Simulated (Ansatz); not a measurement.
Tetragonal deformation path in Na

The calculation used DFT r2SCAN, scalar-relativistic, plane waves, PAW (Ansatz). The runs took a 500 eV cutoff, a Γ-centred 18×18×18 mesh and Gaussian smearing (0.15 eV). No spin polarisation. Energies are free energies at this smearing, counted from the undisturbed cell; pressure is positive in compression.

Reference structure (as given, not relaxed at this level; it stands at -0.1 GPa):

```
Na
1.0
    -2.11750    2.11750    2.11750
     2.11750   -2.11750    2.11750
     2.11750    2.11750   -2.11750
Na
1
Direct
  0.00000 0.00000 0.00000
```

At fixed volume and fractional coordinates, lengths along (0.000, 0.000, 1.000) are scaled against those across it; ρ is that ratio over its starting value. The cell is metallic on the mesh throughout.

| ρ | ΔE (meV/atom) | pressure (GPa) |
| --- | --- | --- |
| 0.707 | 51.8 | 0.1 |
| 0.850 | 6.4 | 0.0 |
| 1.000 | 0.0 | -0.1 |
| 1.414 | 0.0 | 0.0 |